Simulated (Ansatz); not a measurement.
LaAs$_{2}$Ru$_{2}$:
```
LaAs2Ru2
1.0
   -2.08725     2.08725     5.47834
    2.08725    -2.08725     5.47834
    2.08725     2.08725    -5.47834
La As Ru
1 2 2
Direct
  0.00000   0.00000   0.00000
  0.36194   0.36194   0.00000
  0.63806   0.63806   0.00000
  0.75000   0.25000   0.50000
  0.25000   0.75000   0.50000
```

Relaxed with r²SCAN. Special points in fractions of this cell's reciprocal vectors: Γ (0.000, 0.000, 0.000); X (0.000, 0.000, 0.500); P (0.250, 0.250, 0.250); N (0.000, 0.500, 0.000); M (0.500, 0.500, -0.500); S (0.286, 0.714, -0.286); S0 (-0.286, 0.286, 0.286); R (-0.073, 0.073, 0.500); G (0.500, 0.500, -0.073).

List the band energies nearest the Fermi level at these points for r²SCAN in the plane-wave PAW code Ansatz.

In eV from the Fermi level; about four levels below and three above (degenerate sets whole), none deeper than 8.9 eV; points with the same levels are listed once.

```csv
k,below,above
Γ,-0.82 -0.82 -0.73 -0.49,1.04 1.42 1.42
X,-1.03 -1.01 -0.86 -0.50,1.18 1.30 2.01
P,-1.23 -1.23 -1.02 -1.02 -0.51,1.24 1.24 2.03 2.03
N,-2.24 -2.19 -1.73 -1.41,0.30 1.05 1.16
M,-0.56 -0.55 -0.19 -0.19,0.92 1.04 1.50
S,-2.08 -1.98 -1.98 -0.34,0.29 0.48 1.60
R,-1.05 -0.81 -0.73 -0.45,1.19 1.36 1.99
```

Space group I4/mmm. The workflow started from a Materials Project entry (that database holds measured and hypothetical structures alike); the Crystallography Open Database copy checked does not list it. Its standing as an ambient phase is unchecked. Symmetry was held in the r²SCAN relaxation; its stability against distortions is not shown here. No spin polarisation was allowed. Spin–orbit coupling is left out wherever it is not named.

Potentials: the later of the program's two PAW sets.
